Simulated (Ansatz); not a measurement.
InP (zinc blende)

```yaml
crystal:
  lattice:
    - [0.00000, 2.95351, 2.95351]
    - [2.95351, 0.00000, 2.95351]
    - [2.95351, 2.95351, 0.00000]
  atoms:
    - { symbol: P, position: [0.75000, 0.75000, 0.75000] }
    - { symbol: In, position: [0.00000, 0.00000, 0.00000] }
```

In this cell atom 1 (P, nearest neighbour In at 2.558 Å; its periodic images, 4.2 Å or more away, move with it) is moved by s along Cartesian z, unit vector (0.000, 0.000, 1.000); all other atoms and the cell stay fixed.

These are r2SCAN (plane waves to 500 eV, PAW, scalar-relativistic; Ansatz, a quantum-chemistry and plane-wave program) values and carry that method's errors. k mesh 8×8×8 (Γ-centred), Fermi-Dirac smearing 0.05 eV. E stands for the smeared free energy. Stress and pressure are positive under compression. F∥ is the force on the atom along that direction. InP was relaxed with its symmetry unable to fall. ΔE is measured from the undisplaced structure.

```json
[
 {"s (Å)": "-0.770", "F∥ (eV/Å)": "3.799", "P (GPa)": "?", "ΔE (eV/cell)": "?"},
 {"s (Å)": "-0.616", "F∥ (eV/Å)": "3.602", "P (GPa)": "8.0", "ΔE (eV/cell)": "1.291"},
 {"s (Å)": "-0.462", "F∥ (eV/Å)": "3.075", "P (GPa)": "4.8", "ΔE (eV/cell)": "0.773"},
 {"s (Å)": "-0.308", "F∥ (eV/Å)": "2.249", "P (GPa)": "2.2", "ΔE (eV/cell)": "0.359"},
 {"s (Å)": "-0.154", "F∥ (eV/Å)": "1.188", "P (GPa)": "0.6", "ΔE (eV/cell)": "0.092"},
 {"s (Å)": "0.000", "F∥ (eV/Å)": "0.000", "P (GPa)": "0.0", "ΔE (eV/cell)": "0.000"},
 {"s (Å)": "0.154", "F∥ (eV/Å)": "-1.188", "P (GPa)": "0.6", "ΔE (eV/cell)": "0.092"},
 {"s (Å)": "0.308", "F∥ (eV/Å)": "-2.249", "P (GPa)": "2.2", "ΔE (eV/cell)": "0.359"},
 {"s (Å)": "0.462", "F∥ (eV/Å)": "-3.075", "P (GPa)": "4.8", "ΔE (eV/cell)": "0.773"},
 {"s (Å)": "0.616", "F∥ (eV/Å)": "-3.602", "P (GPa)": "8.0", "ΔE (eV/cell)": "1.291"},
 {"s (Å)": "0.770", "F∥ (eV/Å)": "-3.799", "P (GPa)": "?", "ΔE (eV/cell)": "?"}
]
```

### Question
Fill in the missing entries.

### Answer

- -0.770, P (GPa): 11.6
- -0.770, ΔE (eV/cell): 1.866
- 0.770, P (GPa): 11.6
- 0.770, ΔE (eV/cell): 1.866

(For displaced atoms, the force is minus the slope of the energy, and its curvature is a force constant, which sets phonon frequencies.)
